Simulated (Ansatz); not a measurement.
Mg:
```
CELL_PARAMETERS angstrom
      3.19388     0.00000     0.00000
     -1.59694     2.76598     0.00000
      0.00000     0.00000     5.10513
ATOMIC_POSITIONS crystal
  Mg 0.33333 0.66667 0.75000
  Mg 0.66667 0.33333 0.25000
```

Relaxed with r²SCAN. Special points in fractions of this cell's reciprocal vectors: Γ (0.000, 0.000, 0.000); M (0.500, 0.000, 0.000); K (0.333, 0.333, 0.000); A (0.000, 0.000, 0.500); L (0.500, 0.000, 0.500); H (0.333, 0.333, 0.500).

### Question
List the band energies nearest the Fermi level at these points for r²SCAN in the plane-wave PAW code Ansatz.

### Answer
In eV from the Fermi level; about four levels below and three above (degenerate sets whole), none deeper than 8.9 eV; … stands for higher levels left out; points with the same levels are listed once.

| k | below | above |
|---|---|---|
| Γ | -7.47 -1.84 -1.04 | 11.60 11.60 11.78 11.78 |
| M | -2.44 -2.28 | 2.87 3.15 3.75 |
| K | -0.87 -0.66 -0.66 | 4.44 4.44 4.78 |
| A | -5.94 -5.94 | 5.69 5.69 … |
| L | -1.29 -1.29 -0.41 -0.41 | 8.57 8.57 … |
| H | – | 0.12 0.12 0.58 0.58 |

Space group P6_3/mmc (hcp (Mg type)). The r²SCAN relaxation kept the symmetry of its start; of distortions, only those at the zone centre were tested.

Potentials: the later of the program's two PAW sets.
